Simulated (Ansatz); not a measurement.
Computed with DFT PBE, scalar-relativistic, plane waves, PAW in Ansatz 0.2.0. All cells share a 420 eV cutoff and Γ-centred k meshes spaced at most about 0.3 Å⁻¹ (about 0.25 or finer for metals, 2π included). No spin polarisation in the final relaxations.

All energies are static (0 K, no zero-point motion). All come from trial cells, and lower structures may exist.

Problem. Which of these relaxed structures of Li₃S₂ is the lowest in energy?
A. Space group P-6m2 (No. 187), hexagonal, a = 3.945 Å, c = 5.654 Å. Li on a site of symmetry 3m has 1 Li at 2.49 Å, 3 S at 2.59 Å, 3 Li at 2.77 Å, 3 S at 2.77 Å and 1 Li at 3.17 Å; Li on a site of symmetry -6m2 has 3 S at 2.28 Å, 6 Li at 2.77 Å and 2 S at 2.83 Å; around S on its first site lie 6 Li at 2.59 Å and 2 Li at 2.83 Å; around S on its second site lie 3 Li at 2.28 Å and 6 Li at 2.77 Å.
B. Space group R-3m (No. 166), trigonal, a = 4.078 Å, c = 17.656 Å. Li on a site of symmetry 3m has 3 S at 2.36 Å, 1 S at 2.73 Å, 3 Li at 2.75 Å and 1 Li at 3.04 Å; Li on a site of symmetry -3m is surrounded by 6 S at 2.69 Å and 6 Li at 2.75 Å; around S lie 3 Li at 2.36 Å and 4 Li at 2.69–2.73 Å.
C. Space group R-3m (No. 166), trigonal, a = 7.591 Å, c = 6.079 Å. Li has 2 S at 2.27 Å; S has 3 Li at 2.27 Å.
D. Space group Cmmm (No. 65), orthorhombic, a = 5.820 Å, b = 8.255 Å, c = 3.849 Å. Li on a site of symmetry m2m is surrounded by 4 S at 2.45 Å; Li on a site of symmetry mmm has 4 S at 2.53 Å; around S lie 6 Li at 2.45–2.53 Å and 2 S at 2.91 Å.

Solution. D. It has space group Cmmm (No. 65); the next, A, with space group P-6m2 (No. 187), lies 46 meV/atom higher. Counting S atoms around Li (those within 1.25 times the shortest such distance or 1.15 times the sum of covalent radii, 1.27 where that leaves under three; a plus sign parts nearer from farther groups; a slash parts the counts of unlike sites), the lowest has Li 4 and the next has Li 3+2/6.

In Cmmm, P-6m2, R-3m at 17.0 Å³/atom, R-3m at 20.2 Å³/atom an odd number of electrons in the primitive cell allows no gap without spin; a larger cell or a magnetic state could open one. A magnetic state wasn't ruled out in cells without spin, among them P-6m2, R-3m at 17.0 Å³/atom. Cells relaxed within their symmetry can be saddle points. Some types were kept out of the candidates beforehand, so the set may lack a known form.
